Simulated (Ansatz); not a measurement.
Cd (Im-3m), stationary points along a deformation path

Computed with DFT PBEsol, scalar-relativistic, plane waves, PAW in Ansatz. Settings: plane waves to 420 eV, k-mesh 20×20×20 (Γ-centred), Gaussian smearing 0.15 eV. No spin polarisation. Energies are free energies at this smearing, counted from the undisturbed cell; pressure is positive in compression.

Zero of the scan (as given, not relaxed at this level; it stands at -2.8 GPa; this bcc form isn't the usual structure):

```
Cd
1.0
    -1.78432    1.78432    1.78432
     1.78432   -1.78432    1.78432
     1.78432    1.78432   -1.78432
Cd
1
Direct
  0.00000 0.00000 0.00000
```

At fixed volume and fractional coordinates, lengths along (0.000, 0.000, 1.000) are scaled against those across it; ρ is that ratio over its starting value. V = 22.724 Å³/atom. Δσ is the stress along the axis less the mean stress across it (compression positive).

```csv
ρ,ΔE (meV/atom),Δσ (GPa),space group
0.707,-58.8,3.42,I4/mmm
0.780,-57.4,-3.30,I4/mmm
0.850,-27.6,-3.59,I4/mmm
1.000,0.0,0.00,Im-3m
1.200,-29.1,2.58,I4/mmm
1.414,-51.8,0.01,Fm-3m
```

How does the stress give the slope of the energy, and where is the energy stationary?

Along the path d ln(length) is 2/3 d ln ρ on the axis and −1/3 d ln ρ across it, so dE/d ln ρ = −(2/3) V Δσ: the energy falls with ρ where Δσ is positive. Δσ vanishes or changes sign between ρ = 0.707 and 0.780, a minimum (near 0.74 by linear interpolation); at ρ = 1.000 (Im-3m), a maximum at 0.0 meV/atom; at ρ = 1.414 (Fm-3m, an end of the scan), at -51.8 meV/atom. Pairs of stationary points between two samples would go unseen, and could change a minimum read from distant neighbours into a maximum. At ρ = 1.000, 1.414 the cell is cubic, where symmetry alone makes the stress isotropic and the slope zero.

Is the start the lowest point of the path?

No: ρ = 0.707 lies 58.8 meV/atom lower, with no sampled rise above the start on the way. Volume and inner coordinates are held, so a relaxed structure there would lie lower still.

In a metal these slopes depend on the k mesh and the smearing.